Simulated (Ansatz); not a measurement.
V$_{2}$Si in space group P6_3/mmc (No. 194; Si on 2c, V on 2a, V on 2d) at seven volumes, plane-wave PAW PBE (Ansatz code), shape and atoms relaxed at each. One row is withheld.

```
V (Å³/atom)  P (GPa)
-----------  -------
11.891             ?
12.283         13.22
12.675          6.10
13.067          0.00
13.459         -5.22
13.851         -9.69
14.243        -13.52
```

### Question
Fit the shown pressures and predict the withheld one.

### Answer
P = (3/2)B₀(x^(7/2) − x^(5/2))[1 + (3/4)(B′ − 4)(x − 1)] with x = (V₀/V)^(2/3). Least squares on the six rows gives V₀ = 13.067 Å³/atom, B₀ = 188 GPa, B′ = 4.17. At V = 11.891, x = 1.0649 and P = 21.59 GPa. The run itself gave 21.52 GPa.

A made-up cell: these elements were put on the sites of a structure type; neither database checked (COD, Materials Project) lists it. Whether it is the stable phase at ambient conditions was not checked. The PBE relaxation kept the symmetry of its start; its stability against distortions is not shown here. The workflow began spin-polarised and lost its moments.

Potentials: the later of the program's two PAW sets.
